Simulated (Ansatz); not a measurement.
Ga: energy along a strain

Ga, I4/mmm, a = 2.808 Å, c = 4.458 Å (as given, not relaxed at this level: 0.9 GPa). This isn't the element's structure at ambient conditions. Ansatz: r2SCAN, PAW, 500 eV, Γ-centred 24×24×24 mesh on 1 atom, Gaussian smearing 0.15 eV; no spin polarisation. Cell vectors (Å): -1.404 1.404 2.229; 1.404 -1.404 2.229; 1.404 1.404 -2.229. The cell is strained by x per cent times the pattern (0 0 0 0 0 1) in the order xx yy zz yz xz xy (engineering shears), with fractional coordinates held. y is the free energy over the start, V0 = 17.575 Å³/atom. Symmetry makes y even in x. Points with a strain past 8.5 % were computed too (2) and aren't used here.

| x (%) | y (meV/atom) |
| --- | --- |
| -5.00 | 2.21 |
| 0.00 | 0.00 |
| 1.25 | 0.08 |
| 2.50 | 0.40 |
| 3.75 | 1.09 |
| 6.25 | ? |
| 7.50 | 5.13 |

Task: Fit y = c2 x² + c4 x⁴ to the other rows, get the stiffness along the pattern, and predict the missing energy.

Result: Least squares on the rows shown. y = 0.07908 x² + 0.0002198 x⁴. The clamped-ion stiffness p·C·p = 2 × 0.7908 eV × 160.2 / 17.575 Å³ = 14.4 GPa, which is C66 in these axes (second derivative at the start, which stands under stress). With a term in x⁶ added, the coefficient of x² becomes 0.05371, 32 % less, which shows how far this figure hangs on the form. At x = 6.25 the fit asked for gives 3.42 meV/atom. The run gave 3.63 meV/atom, so the fit is 0.21 meV/atom too low, 4.1 % of the span of the series, against an rms of 0.07 meV/atom on the fitted rows. With a term in x⁶ added, a fit to the same known rows predicts 3.72 meV/atom, a smaller miss on the other side.